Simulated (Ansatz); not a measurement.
**Mg₂B₃, before and after**

The cell of Mg₂B₃ is invented: random cell by space group and Wyckoff sites (P6/mmm, No. 191). Lengths were set from tabulated atomic sizes, so they are only a guess.

start.cif

```cif
data_structure
_symmetry_space_group_name_H-M 'P6/mmm'
_symmetry_Int_Tables_number 191
_cell_length_a 3.9131
_cell_length_b 3.9131
_cell_length_c 5.3116
_cell_angle_alpha 90.000
_cell_angle_beta 90.000
_cell_angle_gamma 120.000
_cell_volume 70.44
loop_
_atom_site_label
_atom_site_type_symbol
_atom_site_symmetry_multiplicity
_atom_site_Wyckoff_symbol
_atom_site_fract_x
_atom_site_fract_y
_atom_site_fract_z
_atom_site_occupancy
Mg1 Mg 2 d 0.33333 0.66667 0.50000 1
B1 B 2 e 0.00000 0.00000 0.70482 1
B2 B 1 a 0.00000 0.00000 0.00000 1
```

These are results of DFT PBE, scalar-relativistic, plane waves, PAW in Ansatz, not measurements. Cutoff 420 eV, Gaussian smearing, Γ-centred meshes. Cell and atoms relax first on a coarse mesh and then on a finer one. In between, the cell is made exact in the group found at 0.06 Å. In metals the finer mesh still leaves noise of several meV/atom or more. The steps can't lower the symmetry of their start. No spin polarisation.

end.cif

```cif
data_structure
_symmetry_space_group_name_H-M 'P6/mmm'
_symmetry_Int_Tables_number 191
_cell_length_a 4.6013
_cell_length_b 4.6013
_cell_length_c 4.6795
_cell_angle_alpha 90.000
_cell_angle_beta 90.000
_cell_angle_gamma 120.000
_cell_volume 85.80
loop_
_atom_site_label
_atom_site_type_symbol
_atom_site_symmetry_multiplicity
_atom_site_Wyckoff_symbol
_atom_site_fract_x
_atom_site_fract_y
_atom_site_fract_z
_atom_site_occupancy
Mg1 Mg 2 d 0.33333 0.66667 0.50000 1
B1 B 2 e 0.00000 0.00000 0.66866 1
B2 B 1 a 0.00000 0.00000 0.00000 1
```

The symmetry stays P6/mmm (No. 191). The volume per atom grows by 21.8 %, from 14.1 to 17.2 Å³. The shortest distance goes from 1.57 Å (B–B) to 1.55 Å (B–B). The ratio c/a of the conventional cell changes by a factor of 0.75. The energy falls by about 0.52 eV/atom (the start's value is from the coarse mesh).

```yaml
Volume_per_atom: 17.16 Å³
Density: 1.57 g/cm³
Energy_over_the_elements: +0.65 eV/atom
Gap_on_the_12×12×8_mesh_of_the_5-atom_cell: 0 eV (a metal)
```

The zero of energy is the elements' standard structures at the same level; no fitted shifts are applied. A positive value: parting into the elements would lower its energy.

The last run used Gaussian smearing of 0.10 eV. The cell is a metal run without spin; a magnetic state may lie lower. A structure relaxed within its symmetry needn't be a true minimum. In all, the 3 runs took 55 s on 1 thread of Arm Neoverse V2, on a shared host. Another cell of Mg2B3 relaxed alike, in P4_2/mcm, lies 0.44 eV/atom lower, so this cell isn't the stable form at this level.
